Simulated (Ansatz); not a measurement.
# TaRu2: start and end of a relaxation

The guess for TaRu2 was made by a generator: random cell by space group and Wyckoff sites (P6/mmm, No. 191). Its size is a rough estimate.

start.cif

```cif
data_structure
_symmetry_space_group_name_H-M 'P6/mmm'
_symmetry_Int_Tables_number 191
_cell_length_a 3.5793
_cell_length_b 3.5793
_cell_length_c 4.1735
_cell_angle_alpha 90.000
_cell_angle_beta 90.000
_cell_angle_gamma 120.000
_cell_volume 46.30
loop_
_atom_site_label
_atom_site_type_symbol
_atom_site_symmetry_multiplicity
_atom_site_Wyckoff_symbol
_atom_site_fract_x
_atom_site_fract_y
_atom_site_fract_z
_atom_site_occupancy
Ta1 Ta 1 a 0.00000 0.00000 0.00000 1
Ru1 Ru 2 c 0.33333 0.66667 0.00000 1
```

Level of theory: DFT PBE, scalar-relativistic, plane waves, PAW (Ansatz 0.2.0). Cutoff 420 eV, Gaussian smearing, Γ-centred meshes. Cell and atoms relax first on a coarse mesh and then on a finer one. In between, the cell is made exact in the group found at 0.06 Å. In metals the finer mesh still leaves noise of several meV/atom or more. The steps can't lower the symmetry of their start. No spin polarisation in the relaxation; trial moments died out in a coarse test.

end.cif

```cif
data_structure
_symmetry_space_group_name_H-M 'P6/mmm'
_symmetry_Int_Tables_number 191
_cell_length_a 4.6423
_cell_length_b 4.6423
_cell_length_c 2.6653
_cell_angle_alpha 90.000
_cell_angle_beta 90.000
_cell_angle_gamma 120.000
_cell_volume 49.75
loop_
_atom_site_label
_atom_site_type_symbol
_atom_site_symmetry_multiplicity
_atom_site_Wyckoff_symbol
_atom_site_fract_x
_atom_site_fract_y
_atom_site_fract_z
_atom_site_occupancy
Ta1 Ta 1 a 0.00000 0.00000 0.00000 1
Ru1 Ru 2 c 0.33333 0.66667 0.00000 1
```

The symmetry stays P6/mmm (No. 191). The volume per atom grows by 7.4 %, from 15.4 to 16.6 Å³. The shortest distance goes from 2.07 Å (Ta–Ru and Ru–Ru) to 2.67 Å (Ru–Ru and Ta–Ta). The ratio c/a of the conventional cell changes by a factor of 0.49. The energy falls by about 7.6 eV/atom (the start's value is from the coarse mesh).

| Item | Value |
| --- | --- |
| Volume per atom | 16.58 Å³ |
| Density | 12.79 g/cm³ |
| Energy over the elements | +0.75 eV/atom |
| Gap on the 12×12×18 mesh of the 3-atom cell | 0 eV (a metal) |

The zero of energy is the elements' standard structures at the same level; no fitted shifts are applied. A positive value: parting into the elements would lower its energy.

The last run used Gaussian smearing of 0.10 eV. Spin–orbit coupling, which can matter for Ta, is left out. Symmetry constrained the relaxation, so the result can be a saddle point. In all, the 4 runs took 4.2 min on 1 thread of Intel(R) Xeon(R) Processor @ 2.50GHz (Skylake/Cascade Lake) (shared host). Another cell of TaRu2 relaxed alike, in Fd-3m, lies 0.81 eV/atom lower, so this cell isn't the stable form at this level.
